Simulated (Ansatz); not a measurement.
Si$_{3}$N$_{4}$:
```cif
data_N32Si24
_chemical_formula_sum 'Si24 N32'
_space_group_name_H-M_alt 'Fd-3m :1'
_space_group_IT_number 227
_space_group_name_Hall 'F 4d 2 3 -1d'
_cell_length_a 7.74326
_cell_length_b 7.74326
_cell_length_c 7.74326
_cell_angle_alpha 90.000
_cell_angle_beta 90.000
_cell_angle_gamma 90.000
loop_
_atom_site_label
_atom_site_type_symbol
_atom_site_symmetry_multiplicity
_atom_site_Wyckoff_symbol
_atom_site_fract_x
_atom_site_fract_y
_atom_site_fract_z
_atom_site_occupancy
Si1 Si 16 c 0.12500 0.12500 0.12500 1
Si2 Si 8 b 0.50000 0.50000 0.50000 1
N1 N 32 e 0.36755 0.36755 0.36755 1
```
(The calculation used a cell of 14 atoms; values per cell refer to that cell.)

Relaxed with PBEsol. The program Ansatz at the PBEsol level (PAW) gives a gap of 3.29 eV.

Q: What gap does HSE06 give on the same cell (Ansatz, PAW)?

A: 4.73 eV, 1.44 eV more. The hybrid was solved on a coarser mesh and at special points; its gap is the smallest among all of these.

```tsv
k	v1 PBEsol	c1 PBEsol	v1 HSE06	c1 HSE06
Γ	-0.04	3.29	-0.04	4.73
X	-0.45	6.59	…	…
L	-0.35	4.87	…	…
W	-0.77	6.58	…	…
K	-0.23	6.12	…	…
```

Q: Top valence (v1) and lowest conduction level (c1) in eV from each method's valence maximum (which need not be a listed point): supply the withheld HSE06 values.

A: 
- X, v1 HSE06: -0.49
- X, c1 HSE06: 8.23
- W, v1 HSE06: -0.81
- W, c1 HSE06: 8.19
- K, v1 HSE06: -0.25
- K, c1 HSE06: 7.72
- L, v1 HSE06: -0.38
- L, c1 HSE06: 6.41

Cost on shared cores: the PBEsol run (SCF on a 6×6×6 mesh, then bands and DOS) very roughly 60 core-seconds, the HSE06 run (SCF on 4×4×4, then a few points) roughly 3 core-minutes; the tasks are unlike.

Symmetry was held in the PBEsol relaxation; phonons on a q-mesh show no instability.

Potentials: the earlier of the program's two PAW sets.
